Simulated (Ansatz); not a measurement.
HfSi:
```
HfSi
1.0
    3.73771     0.00000     0.00000
   -1.86885     3.23695     0.00000
    0.00000     0.00000     6.65317
Hf Si
2 2
Direct
  0.00000   0.00000   0.00000
  0.00000   0.00000   0.50000
  0.33333   0.66667   0.25000
  0.66667   0.33333   0.75000
```

Relaxed with PBE. Special points in fractions of this cell's reciprocal vectors: Γ (0.000, 0.000, 0.000); M (0.500, 0.000, 0.000); K (0.333, 0.333, 0.000); A (0.000, 0.000, 0.500); L (0.500, 0.000, 0.500); H (0.333, 0.333, 0.500).

**Question.** List the band energies nearest the Fermi level at these points for plane-wave PAW PBE (Ansatz code).

**Answer.** In eV from the Fermi level; about four levels below and three above (degenerate sets whole), none deeper than 8.9 eV; points with the same levels are listed once.

```
k                          below                above
-  -----------------------------  -------------------
Γ        -5.48 -1.54 -1.54 -1.24  0.68 0.68 0.77 0.77
M        -2.13 -1.77 -1.42 -1.36       0.64 0.91 2.55
K  -3.31 -3.31 -2.01 -2.01 -0.75       1.83 1.83 1.94
A        -0.75 -0.75 -0.75 -0.75  1.61 1.61 1.61 1.61
L        -1.69 -1.69 -0.91 -0.91  0.09 0.09 3.62 3.62
H        -2.94 -2.94 -1.88 -1.88  0.83 0.83 2.51 2.51
```

Space group P6_3/mmc (NiAs type). The cell is a constructed one: a structure type filled with these elements; neither database checked (COD, Materials Project) lists it. COD files the formula under space group No. 62, so this cell is another polymorph or a model. Its standing as an ambient phase is unchecked. Symmetry was held in the PBE relaxation; whether a distortion lowers the energy is not shown. The run is not spin-polarised. Scalar-relativistic: spin–orbit coupling is off unless named, which matters more the heavier the elements.

Potentials: the later of the program's two PAW sets.
